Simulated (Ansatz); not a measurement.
K$_{2}$MoCl$_{6}$:
Space group Fm-3m (No. 225); a = b = c = 9.786 Å, α = β = γ = 90.00°

```tsv
atom	site	symmetry	x	y	z
Mo	4a	m-3m	0.0000	0.0000	0.0000
Cl	24e	4m.m	0.0000	0.0000	0.2424
K	8c	-43m	0.2500	0.2500	0.2500
```
(The calculation used a cell of 9 atoms; values per cell refer to that cell.)

Relaxed with r²SCAN.

Q: Tabulate the valence density and the electron localisation function along the shortest Mo–Cl contact (2.37 Å), r²SCAN (plane waves, PAW; program Ansatz).

A: 

```csv
distance from Mo (Å),density (e/Å³),ELF
0.24,6.49,0.48
0.36,6.19,0.64
0.47,5.20,0.71
0.59,3.76,0.69
0.71,2.36,0.58
0.83,1.34,0.38
0.95,0.79,0.22
1.07,0.60,0.20
1.19,0.59,0.35
1.30,0.68,0.62
1.42,0.88,0.79
1.54,1.16,0.84
1.66,1.51,0.84
1.78,1.80,0.81
1.90,1.79,0.72
2.02,1.36,0.55
2.13,0.63,0.35
```

The density is the valence pseudo-density with augmentation charge, so density and ELF within about 1 Å of a nucleus are not all-electron values.

The workflow started from an entry of the Crystallography Open Database (COD). Whether it is the stable phase at ambient conditions was not checked. Symmetry was held in the r²SCAN relaxation; its stability against distortions is not shown here. The run is not spin-polarised.

Potentials: the later of the program's two PAW sets.
